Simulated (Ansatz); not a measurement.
Notes on Cs2Sn6W

```
CELL_PARAMETERS angstrom
0.00000 5.13969 5.13969
5.13969 0.00000 5.13969
5.13969 5.13969 0.00000
ATOMIC_POSITIONS crystal
W 0.00000 0.00000 0.00000
Cs 0.25000 0.25000 0.25000
Cs 0.75000 0.75000 0.75000
Sn 0.23120 0.76880 0.76880
Sn 0.76880 0.23120 0.76880
Sn 0.76880 0.23120 0.23120
Sn 0.23120 0.76880 0.23120
Sn 0.76880 0.76880 0.23120
Sn 0.23120 0.23120 0.76880
```

Method: PBEsol, with U_eff = 3.3 eV on W d (all-electron-ortho-atomic projectors), no spin polarisation; PAW, plane waves to 420 eV, 6×6×6 Γ-centred mesh, gaussian occupations (width 0.2454 eV) (Ansatz 0.2.0), atoms fixed.

Task: Give the Bader charges.

Result: Bader charges in e: Cs +0.47, Sn -0.02, W -0.81. In the mean Cs gives up most and W takes most.

Task: What does the stress say?

Result: The pressure is 14.0 GPa (compression positive), so with the atoms held at these fractions the cell would first expand; the forces are large, so a full relaxation may end otherwise.

Task: Where is the largest force?

Result: The largest is on Sn8 (and as large on other atoms): 5.20 eV/Å, components (0.00, 0.00, -5.20). It makes 180° with the line to a nearest neighbour, W1 at 2.38 Å, pointing away from it.

Task: Is there a gap?

Result: It is a metal, with about 7.1 states/eV a cell as the mean within 0.25 eV of the Fermi level, mostly Sn p (76 %).

Origin: a known structure type with other elements, at an estimated volume, so it need not be a known compound. Caveats: a Hubbard term without moments, so a magnetic state may lie lower; atoms or cell far from equilibrium; wide smearing.

Cost: 2.3 min on 1 thread of Intel(R) Xeon(R) Platinum 8488C (Sapphire Rapids), with other jobs on the host, peak memory 1.6 GiB (start from a saved density). The time holds forces, stress, Bader, DOS, bands, ELF.
